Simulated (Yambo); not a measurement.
A G0W0@PBEsol run in Yambo for AlBO$_{3}$ (space group R-3c, No. 167) (4×4×4 Γ-centred k mesh, 125 bands and a 7 Ry block in the screening, 125 bands in G with the Bruneval-Gonze terminator, plasmon pole fitted at 27.2 eV) gives these matrix elements, in eV, at the band edges (Γ → (0.25, 0.25, 0.25)):

| state | E0 | <Vxc> | <Σx> | <Σc(E0)> | Z |
|---|---|---|---|---|---|
| valence edge | 0.000 | -20.408 | -26.311 | 4.327 | 0.815 |
| conduction edge | 5.745 | -11.751 | -6.121 | -4.087 | 0.853 |

Q: Solve the linearised quasiparticle equation for both states, give the gap, and say how exchange and correlation each act on it.

A: E = E0 + Z(Σx + Σc − Vxc). Valence: 0.000 + 0.815 × (-26.311 + (4.327) − (-20.408)) = -1.28 eV. Conduction: 5.745 + 0.853 × (-6.121 + (-4.087) − (-11.751)) = 7.06 eV. The gap is 8.35 eV, against 5.75 eV in PBEsol. Replacing Vxc by bare exchange alone would open it by 11.53 eV; correlation takes back 8.41 eV of that, and Z scales what is left. Nearest settings tried, and what they do to the gap: 99 bands in W, 99 bands in G: +45 meV; 6 Ry block (145 vectors against 193): -10 meV. Not varied: mesh. So the settings aren't converged at that level. 

Geometry of the Materials Project entry, not relaxed at this level; primitive cell a = b = c = 5.3144 Å, α = β = γ = 50.16°.
